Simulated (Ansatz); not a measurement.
BeAlNO in space group P3m1 (No. 156; Al on 1b, Be on 1c, O on 1b, N on 1c), r²SCAN in the plane-wave PAW code Ansatz. The conduction-band minimum lies at Γ, with 1 equivalent valley. Second derivatives d²E/dk² of the lowest band at one valley (eV·Å²), along Cartesian directions:

```
direction  d²E/dk²
---------  -------
[100]        19.22
[010]        19.22
[001]        16.21
[110]        19.22
[101]        17.71
[011]        17.71
```

### Question
Find the principal effective masses, the density-of-states mass and the conductivity mass.

### Answer
Off-diagonal terms follow from H_xy = H[110] − (H_xx + H_yy)/2, and m*/mₑ = 7.620 eV·Å² over each eigenvalue: 0.40, 0.40, 0.47. One valley's DOS mass (m₁m₂m₃)^(1/3) = 0.42, conductivity mass 3/(Σ 1/mᵢ) = 0.42 mₑ.

### Question
What effective density of states Nc follows at 300 K for parabolic valleys?

### Answer
Nc = 2.509e19 × 1 × (0.42)^(3/2) ≈ 6.8e18 cm⁻³.

The start of the workflow was typed in or built on a structure type; neither database checked (COD, Materials Project) lists it. Whether it is the stable phase at ambient conditions was not checked. The r²SCAN relaxation kept the symmetry of its start; its stability against distortions is not shown here.

Potentials: the earlier of the program's two PAW sets. The files were generated under PBE; for other functionals the program regenerates the frozen cores, and for LDA and PBEsol the local potential too.

Edges and masses are those of Kohn–Sham bands, whose gap is no quasiparticle gap.
